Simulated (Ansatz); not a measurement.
The relaxed structure here is a generated cell of YGe2: the first start was made by placing the elements on the sites of a structure type, and the end was not matched to a known phase here, so it may be hypothetical.

One stationary structure of YGe2. Calculation: r2SCAN (plane waves to 500 eV, PAW, scalar-relativistic; Ansatz, a program for electronic structure).

```
CELL_PARAMETERS angstrom
      3.95196     0.00000     0.00000
      0.00000     3.95196     0.00000
      0.00000     0.00000     4.45999
ATOMIC_POSITIONS crystal
  Ge 0.00000 0.50000 0.00000
  Ge 0.50000 0.00000 0.00000
  Y  0.00000 0.00000 0.50000
```

### Question
Find the space group and the Wyckoff positions (tolerance 0.01 Å).

### Answer
Space group P4/mmm (No. 123); a = b = 3.9520 Å, c = 4.4600 Å, α = β = γ = 90.00°

| atom | site | symmetry | x | y | z |
|---|---|---|---|---|---|
| Ge | 2f | mmm. | 0.0000 | 0.5000 | 0.0000 |
| Y | 1b | 4/mmm | 0.0000 | 0.0000 | 0.5000 |

### Question
Give the shortest distances between elements (the closest pairs, up to four, under 3.6 Å).

### Answer
Ge–Ge 2.79 Å; Ge–Y 2.98 Å.

| Quantity | Value |
|---|---|
| Volume per atom | 23.22 Å³ |
| Band gap | zero (metallic) |

No spin polarisation in the result. The relaxed primitive cell holds an odd number of electrons. A magnetic state may lie lower.

The run could not lower the symmetry of its start; a shaken copy of this end point relaxes with r2SCAN to Amm2 (No. 38), 0.02 eV/atom lower.
